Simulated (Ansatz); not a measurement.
The calculation used Ansatz, DFT PBE, scalar-relativistic, plane waves, PAW. All cells share a 420 eV cutoff and Γ-centred k meshes spaced at most about 0.3 Å⁻¹ (2π included). No spin polarisation in the final relaxations.

All energies are static (0 K, no zero-point motion).

Compare these two cells of CaTiC6N6, each relaxed at this level.

1.

```yaml
crystal:
  lattice:
    - [0.00000, 5.81534, 5.81534]
    - [5.81534, 0.00000, 5.81534]
    - [5.81534, 5.81534, 0.00000]
  atoms:
    - { symbol: Ca, position: [0.00000, 0.00000, 0.00000] }
    - { symbol: Ti, position: [0.50000, 0.50000, 0.50000] }
    - { symbol: C, position: [0.77622, 0.22378, 0.22378] }
    - { symbol: C, position: [0.22378, 0.77622, 0.22378] }
    - { symbol: C, position: [0.22378, 0.22378, 0.77622] }
    - { symbol: C, position: [0.22378, 0.77622, 0.77622] }
    - { symbol: C, position: [0.77622, 0.22378, 0.77622] }
    - { symbol: C, position: [0.77622, 0.77622, 0.22378] }
    - { symbol: N, position: [0.67517, 0.32483, 0.32483] }
    - { symbol: N, position: [0.32483, 0.67517, 0.32483] }
    - { symbol: N, position: [0.32483, 0.32483, 0.67517] }
    - { symbol: N, position: [0.32483, 0.67517, 0.67517] }
    - { symbol: N, position: [0.67517, 0.32483, 0.67517] }
    - { symbol: N, position: [0.67517, 0.67517, 0.32483] }
```

2.

```yaml
crystal:
  lattice:
    - [0.00000, 5.78237, 5.78237]
    - [5.78237, 0.00000, 5.78237]
    - [5.78237, 5.78237, 0.00000]
  atoms:
    - { symbol: Ca, position: [0.50000, 0.50000, 0.50000] }
    - { symbol: Ti, position: [0.00000, 0.00000, 0.00000] }
    - { symbol: C, position: [0.81397, 0.18603, 0.18603] }
    - { symbol: C, position: [0.18603, 0.81397, 0.18603] }
    - { symbol: C, position: [0.18603, 0.18603, 0.81397] }
    - { symbol: C, position: [0.18603, 0.81397, 0.81397] }
    - { symbol: C, position: [0.81397, 0.18603, 0.81397] }
    - { symbol: C, position: [0.81397, 0.81397, 0.18603] }
    - { symbol: N, position: [0.71300, 0.28700, 0.28700] }
    - { symbol: N, position: [0.28700, 0.71300, 0.28700] }
    - { symbol: N, position: [0.28700, 0.28700, 0.71300] }
    - { symbol: N, position: [0.28700, 0.71300, 0.71300] }
    - { symbol: N, position: [0.71300, 0.28700, 0.71300] }
    - { symbol: N, position: [0.71300, 0.71300, 0.28700] }
```

Question: Which placement of the atoms is lower in energy, and by how much?

Answer: Cell 2 is lower, by 25 meV/atom. The two share one framework of sites and differ in which element sits where. Cell 1 has space group Fm-3m (No. 225), 28.1 Å³/atom and a gap of 2.47 eV on its mesh; cell 2 has space group Fm-3m (No. 225), 27.6 Å³/atom and a gap of 2.40 eV. The shortest distance is 1.18 Å (C–N) in cell 1 and 1.17 Å (C–N) in cell 2. Even the lower one lies +0.07 eV/atom against the reference forms of the elements (uncorrected), a margin that errors in the energy of the gaseous reference can exceed. In cell 1, Ca is surrounded by 6 C at 2.60 Å; Ti has 6 N at 2.04 Å; C is surrounded by 1 N at 1.18 Å and 1 Ca at 2.60 Å; around N lie 1 C at 1.18 Å and 1 Ti at 2.04 Å. In cell 2, around Ca lie 6 N at 2.46 Å; Ti has 6 C at 2.15 Å; C is surrounded by 1 N at 1.17 Å and 1 Ti at 2.15 Å; N is surrounded by 1 C at 1.17 Å and 1 Ca at 2.46 Å. Both come from invented guesses.

Kohn–Sham gaps at this level usually fall short of measured ones. Cells relaxed within their symmetry can be saddle points.
